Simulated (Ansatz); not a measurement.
A geometry of Bi$_{2}$Te$_{3}$ away from equilibrium: the start of the relaxation of a generated cell, Bi2Te3 placed in the A-La2O3 structure type. Calculation: PBEsol (plane waves to 420 eV, PAW, scalar-relativistic; Ansatz, a first-principles code). Γ-centred k-mesh 5×5×3 on the run's cell (coarser than for final values), Fermi–Dirac smearing 0.05 eV.

```xyz
5
Lattice="5.0671 0.0000 0.0000 -2.5335 4.3882 0.0000 0.0000 0.0000 7.8953" Properties=species:S:1:pos:R:3 pbc="T T T"
Bi     0.0000     2.9255     1.9478
Bi     2.5335     1.4627     5.9475
Te     0.0000     0.0000     0.0000
Te     0.0000     2.9255     5.1082
Te     2.5335     1.4627     2.7870
```

**Question.** What forces act on the atoms (eV/Å)?

**Answer.** 
```csv
atom,Fx,Fy,Fz
Bi1,0.00,0.00,-0.61
Bi2,0.00,0.00,0.61
Te3,0.00,0.00,0.00
Te4,0.00,0.00,-0.02
Te5,0.00,0.00,0.02
```

**Question.** What is the pressure?

**Answer.** 0.0 GPa, compression positive.

**Question.** How much energy per atom can still be gained by relaxing?

**Answer.** 0.23 eV/atom; the path ends in P-3m1 (No. 164).

No spin polarisation in the result.

The run could not lose the symmetry of its start, so the end can be a saddle point.

The end of the path is a generated cell of Bi2Te3: the first start was made by placing the elements on the sites of a structure type, and the end was not matched to a known phase here, so it may be hypothetical. Known forms of Bi2Te3 include space group No. 166.
